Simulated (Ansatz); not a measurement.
Problem. Name crystals whose computed values (LDA (plane waves, PAW; program Ansatz)) fall in these windows: B₀ by P(V) fit (GPa) 130 to 170; highest Γ mode, no LO–TO term (cm⁻¹) 310 to 400.

Solution. 

```json
[
 {"crystal": "Al3Pd2, La2O3 or Ni2Al3 type", "B₀ by P(V) fit (GPa)": "148", "highest Γ mode, no LO–TO term (cm⁻¹)": "346"},
 {"crystal": "Al3V, I4/mmm (Al on 2b, Al on 4d, V on 2a)", "B₀ by P(V) fit (GPa)": "133", "highest Γ mode, no LO–TO term (cm⁻¹)": "398"},
 {"crystal": "ZrSiS, P4/nmm (Zr on 2c, Si on 2a, S on 2c)", "B₀ by P(V) fit (GPa)": "147", "highest Γ mode, no LO–TO term (cm⁻¹)": "366"},
 {"crystal": "TiSi, Cmmm (Ti on 2b, Si on 2d)", "B₀ by P(V) fit (GPa)": "147", "highest Γ mode, no LO–TO term (cm⁻¹)": "370"},
 {"crystal": "Si2Ni, fluorite or antifluorite type", "B₀ by P(V) fit (GPa)": "166", "highest Γ mode, no LO–TO term (cm⁻¹)": "333"}
]
```
Others may fit too.

Standing as an ambient phase not checked: Al3Pd2, La2O3 or Ni2Al3 type; Al3V, I4/mmm (Al on 2b, Al on 4d, V on 2a); ZrSiS, P4/nmm (Zr on 2c, Si on 2a, S on 2c); TiSi, Cmmm (Ti on 2b, Si on 2d). All cells were relaxed under the symmetry of their starts (and spin orders); stability against distortions was not tested throughout. Rows with no word on spin ran without spin polarisation. Scalar-relativistic: spin–orbit coupling is off unless named, which matters more the heavier the elements.

Potentials: the later of the program's two PAW sets.
